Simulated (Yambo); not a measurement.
Rb2NaAlF6 (space group Fm-3m, No. 225): the exchange self-energy on LDA orbitals (Yambo, 2×2×2 mesh) holds the Coulomb divergence, which is integrated with random points (RandQpts).

```
random points  exchange-only gap Γ → Γ (eV)  shift of the valence edge (eV)  gap against the reference (meV)
-------------  ----------------------------  ------------------------------  -------------------------------
1,000                                 18.76                           -7.31                             -543
10,000                                19.15                           -7.76                             -156
100,000                               19.32                           -7.95                               16
1,000,000                             19.31                           -7.94                                2
5,000,000                             19.30                           -7.94                        reference
```

From 100,000 points on, the gap stays within 20 meV of the run with most points. The error is statistical; each row is a single draw, so the rows fix no rate of convergence.

Geometry of the Materials Project entry, not relaxed at this level; primitive cell a = b = c = 5.9745 Å, α = β = γ = 60.00°.

The structure is a Materials Project entry; no match was found in the copy of COD used, and its stability was not checked.

A shift is the quasiparticle energy of the state minus its LDA energy.
